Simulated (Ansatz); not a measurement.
A relaxed structure of Mg(AlC)₂ is spoiled in several ways and relaxed again each time (noise and exchanges are one random draw each; squeezed and stretched starts keep its symmetry, which their runs cannot lower; pressure is positive under compression). These are r2SCAN (plane waves to 500 eV, PAW, scalar-relativistic; Ansatz, a first-principles code) values and carry that method's errors.

Space group P-3m1 (No. 164); a = b = 3.3726 Å, c = 5.7847 Å, α = β = 90.00°, γ = 120.00°

```
atom  site  symmetry       x       y       z
----  ----  --------  ------  ------  ------
Mg      1a      -3m.  0.0000  0.0000  0.0000
Al      2d       3m.  0.6667  0.3333  0.3505
C       2d       3m.  0.3333  0.6667  0.2704
```

```csv
change,first pressure (GPa),largest first force (eV/Å),released (eV/atom),moves,outcome,final group,E − E(parent) (eV/atom)
with every coordinate shifted by Gaussian noise of σ = 0.2 Å,–,–,1.2,7,returns to the parent,P-3m1,0.000
stretched uniformly to 150 % of its volume,-28.3,1.10,0.71,9,returns to the parent,P-3m1,0.000
stretched uniformly to 130 % of its volume,-24.6,0.89,0.33,8,returns to the parent,P-3m1,0.000
"doubled along one cell vector, shaken by Gaussian noise of σ = 0.08 Å a coordinate",6.6,6.84,0.19,5,returns to the parent,P-3m1,0.000
```

First-step values come from each run's starting, coarser k-mesh (8×8×4, 7×7×4, 8×8×2). Each cell has its own k-point mesh; energy differences are given only to the digits this allows. No spin polarisation in the result.

The relaxation started from an entry of Materials Project.
